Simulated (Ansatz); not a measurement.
Values for one crystal, relaxed and computed with plane-wave PAW LDA (Ansatz code); other levels are named.

| Quantity | Result |
|---|---|
| Volume per atom | 24.27 Å³ |
| Band gap | 1.71 eV (indirect) |
| Hole effective mass, band 3 of 3 at the edge | 0.16 along [100], 0.18 along [110], 0.19 along [111] (mₑ) |
| Young's modulus | 93.1 GPa |
| Valence-band maximum | at Γ |
| Poisson's ratio | 0.23 |
| Elastic constants (relaxed ions, GPa) | C11 = 133, C12 = 19.5, C44 = 28.7 |

Problem. Which of these materials gives this?
A. MgI2, CdI2 type
B. Si3N4, P6_3/m (Si on 6h, N on 2c, N on 6h)
C. CaSe, rock salt
D. LiBr, rock salt

Solution. C, CaSe, rock salt

Space group Fm-3m (rock salt). Symmetry was held in the LDA relaxation; phonons on a q-mesh show no instability. Scalar-relativistic: spin–orbit coupling is off unless named, which matters more the heavier the elements.

Potentials: the later of the program's two PAW sets.
